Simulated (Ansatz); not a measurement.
## 6 guesses for TaH3Br2 and where they end

Computed with Ansatz 0.2.0, DFT PBE, scalar-relativistic, plane waves, PAW. All cells share a 420 eV cutoff and Γ-centred k meshes spaced at most about 0.3 Å⁻¹ (about 0.25 or finer for metals, 2π included). Collinear spin in cells that started with moments and kept them past the coarse steps, no spin elsewhere.

Each guess was relaxed in cell and atoms at zero pressure, within the symmetry of its start. These are static total energies at zero pressure. Coordination counts Br or H atoms around Ta (for each partner element, those within 1.25 times its shortest distance or 1.15 times the sum of covalent radii, where it is the nearest in units of that sum or under 1.3; a plus sign parts groups by distance over the sum of covalent radii).

| guess | made from | start group | V start (Å³/atom) | end group | V end (Å³/atom) | coordination at the end | gap on mesh (eV) | largest moment (μB) | E over the lowest end (meV/atom) |
| --- | --- | --- | --- | --- | --- | --- | --- | --- | --- |
| 1 | LaAl2Ag3 type | Cmmm | 17.7 | Cmmm | 12.7 | Ta 10 | 0 | - | 390 |
| 2 | Ce2CuSi3 type | P-6m2 | 17.6 | P-6m2 | 15.0 | Ta 9 | 0 | - | 0 |
| 3 | CeSi2Ir3 type | P6/mmm | 16.9 | P6/mmm | 12.3 | Ta 6 | 0 | 0.0 | 963 |
| 4 | Pr3MgAl2 type | P4/mmm | 21.8 | P4/mmm | 16.3 | Ta 2+8 | 0 | 0.9 | 127 |
| 5 | Li3PrSb2 type | P-3m1 | 19.9 | P-3m1 | 12.3 | Ta 8 | 0 | - | 229 |
| 6 | Y2Al3Fe type | R-3m | 19.9 | ? | ? | ? | ? | ? | ? |

Guess 6 as it starts:

```cif
data_structure
_symmetry_space_group_name_H-M 'R-3m:H'
_symmetry_Int_Tables_number 166
_cell_length_a 5.5895
_cell_length_b 5.5895
_cell_length_c 13.2652
_cell_angle_alpha 90.000
_cell_angle_beta 90.000
_cell_angle_gamma 120.000
_cell_volume 358.92
loop_
_atom_site_label
_atom_site_type_symbol
_atom_site_symmetry_multiplicity
_atom_site_Wyckoff_symbol
_atom_site_fract_x
_atom_site_fract_y
_atom_site_fract_z
_atom_site_occupancy
Ta1 Ta 3 a 0.00000 0.00000 0.00000 1
H1 H 9 d 0.83333 0.16667 0.16667 1
Br1 Br 6 c 0.33333 0.66667 0.29236 1
```

Q: Fill in the missing row: what does this guess relax into, and where does it rank?

A: It ends in space group R-3m (No. 166), with a = 4.707 Å, c = 11.203 Å, 11.9 Å³/atom and no gap, without spin. It lies 38 meV/atom over the lowest end, above guess 2 and below guess 4. Counting Br or H atoms around Ta, this end has Ta 6+6 and the lowest (guess 2) has Ta 9.

```yaml
crystal:
  lattice:
    - [2.35336, 1.35872, 3.73418]
    - [-2.35336, 1.35872, 3.73418]
    - [0.00000, -2.71743, 3.73418]
  atoms:
    - { symbol: Ta, position: [0.00000, 0.00000, 0.00000] }
    - { symbol: H, position: [0.00000, 0.50000, 0.00000] }
    - { symbol: H, position: [0.50000, 0.00000, 0.00000] }
    - { symbol: H, position: [0.00000, 0.00000, 0.50000] }
    - { symbol: Br, position: [0.62702, 0.62702, 0.62702] }
    - { symbol: Br, position: [0.37298, 0.37298, 0.37298] }
```

Energies over the elements count from the elements' standard structures at the same level (H₂ as a molecule), with no fitted energy shifts. The references include crystalline Br.

Q: Is the lowest end bound against the elements?

A: No: its formation energy is +0.41 eV/atom. A positive value: parting into the elements would lower its energy.

No dispersion correction is applied, so the spacing and binding between layers, chains or molecules are poorly described (P-6m2, P4/mmm), and this can change margins and order among such cells. These runs have no spin–orbit coupling, which can matter for Ta. The zero gap of R-3m may come from the functional, which often closes small gaps, or the cell may be a true semimetal. A magnetic state wasn't ruled out in cells without spin, among them P-6m2, P-3m1, Cmmm. The reference form of Br is held partly by dispersion forces, which this level lacks. With hydrogen, zero-point motion can shift formation energies by some tens of meV/atom. Another magnetic order may lie lower. Cells relaxed within their symmetry can be saddle points. A lower structure may well exist outside this small set. Some candidate types were left out of the draw beforehand, so a known form may be missing.
